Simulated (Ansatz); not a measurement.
ZrAs:
```xyz
8
Lattice="3.8309 0.0000 0.0000 -1.9155 3.3177 0.0000 0.0000 0.0000 12.8907" Properties=species:S:1:pos:R:3 pbc="T T T"
Zr     0.0000     2.2118     1.5032
Zr     1.9155     1.1059    11.3875
Zr     1.9155     1.1059     7.9485
Zr     0.0000     2.2118     4.9422
As     0.0000     0.0000     0.0000
As     0.0000     0.0000     6.4453
As     0.0000     2.2118     9.6680
As     1.9155     1.1059     3.2227
```

Relaxed with r²SCAN. Special points in fractions of this cell's reciprocal vectors: Γ (0.000, 0.000, 0.000); M (0.500, 0.000, 0.000); K (0.333, 0.333, 0.000); A (0.000, 0.000, 0.500); L (0.500, 0.000, 0.500); H (0.333, 0.333, 0.500).

List the band energies nearest the Fermi level at these points for the program Ansatz at the r²SCAN level (PAW).

In eV from the Fermi level; about four levels below and three above (degenerate sets whole), none deeper than 8.9 eV; points with the same levels are listed once.

| k | below | above |
|---|---|---|
| Γ | -0.17 -0.17 -0.16 -0.16 | 0.68 0.68 0.84 |
| M | -2.63 -2.14 -1.73 -1.09 | 0.33 1.42 1.91 |
| K | -3.58 -3.58 -3.37 -3.37 | 0.00 0.66 0.66 |
| A | -0.09 -0.09 -0.09 -0.09 | 0.11 0.11 1.46 1.46 1.46 1.46 |
| L | -2.15 -2.15 -1.66 -1.66 | 1.09 1.09 1.96 1.96 |
| H | -3.65 -3.65 -3.30 -3.30 | 0.39 0.39 0.85 0.85 |

Space group P6_3/mmc. The workflow started from a Materials Project entry (that database holds measured and hypothetical structures alike); the Crystallography Open Database files this formula in space group No. 194, but the cells were not matched. Whether it is the stable phase at ambient conditions was not checked. The cell was relaxed with r²SCAN under the symmetry of its start; whether a distortion lowers the energy is not shown. No spin polarisation was allowed. Scalar-relativistic: spin–orbit coupling is off unless named, which matters more the heavier the elements.

Potentials: the earlier of the program's two PAW sets.
